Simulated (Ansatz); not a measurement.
BN (CsCl type, space group No. 221), PBE (plane waves, PAW; program Ansatz), all energies at zero smearing, with the estimated change up to a 700 eV cutoff added, with one set of potentials and settings (totals compare only within such a set). Cell of 2 atoms (1 B, 1 N): -534.843 eV.

```json
[
 {"element": "B", "reference phase": "R-3m, 12 atoms in the cell", "E (eV/atom)": "-155.9161"},
 {"element": "N", "reference phase": "Pa-3, 8 atoms in the cell", "E (eV/atom)": "-384.0325"}
]
```

Formation energy per atom, worked out: (-534.843 − 1×(-155.9161) − 1×(-384.0325))/2 = 2.553 eV/atom (246 kJ per mol of atoms), at 0 K, without zero-point energy or fitted corrections.

Space group Pm-3m (CsCl type). A made-up cell: these elements were put on the sites of a structure type; neither database checked (COD, Materials Project) lists it. It is not the phase usual at ambient conditions (space group No. 186, 194, 216). Symmetry was held in the PBE relaxation; whether a distortion lowers the energy is not shown. The references are the lowest solids computed at this level, not always the standard phases (solids in place of the gases).

Potentials: the later of the program's two PAW sets.
